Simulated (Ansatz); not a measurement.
A crystal relaxed with r2SCAN in the plane-wave code Ansatz has space group I4/mmm (No. 139) and a = 2.941 Å, c = 12.506 Å.

| atom | site | x | y | z |
| --- | --- | --- | --- | --- |
| Al | 2a | 0.0000 | 0.0000 | 0.0000 |
| Xx | 4e | 0.5000 | 0.5000 | 0.3362 |
| Ga | 4e | 0.0000 | 0.0000 | 0.3341 |
| Xx | 2b | 0.5000 | 0.5000 | 0.0000 |

r2SCAN gives an indirect gap of 1.95 eV, from k = (0.323, -0.328, -0.497) to X; the least direct gap is 3.07 eV at Γ–M (0.80 of the way from Γ). The HSE06 gap is indirect, 2.67 eV (k = (0.323, -0.328, -0.497) to X), below the direct gap of 3.84 eV at Γ–M (0.75 of the way from Γ). Meshes: r2SCAN 12×12×12, HSE06 8×8×8. r2SCAN's ε∞ is 6.3 along x and y, 6.2 along z.

Problem. Which element is Xx?
A. Sb
B. N
C. P
D. As

Solution. B. Xx is N: AlGa₂N₃, ordered on the rocksalt lattice (I4/mmm) with 6 atoms a cell. Al has 6 N at 2.05–2.08 Å; N has 1 Al at 2.05 Å and 5 Ga at 2.08–2.13 Å; Ga has 6 N at 2.07–2.13 Å; N has 2 Ga at 2.07 Å and 4 Al at 2.08 Å.

(Calculated; spin-unpolarised; the phase may be known or hypothetical.)

The runs are scalar-relativistic, without spin-orbit coupling.

Where an edge lies off the special points, it is a point of the mesh or the k point where a search put PBE's edge or least direct gap, reused for the other functionals, whose own edges may lie a little apart.

Coordinates of k points refer to the reciprocal vectors of the primitive cell of the runs.

For a response run the program warns that the ground state's bands aren't all converged, so ε∞ carries an extra error.
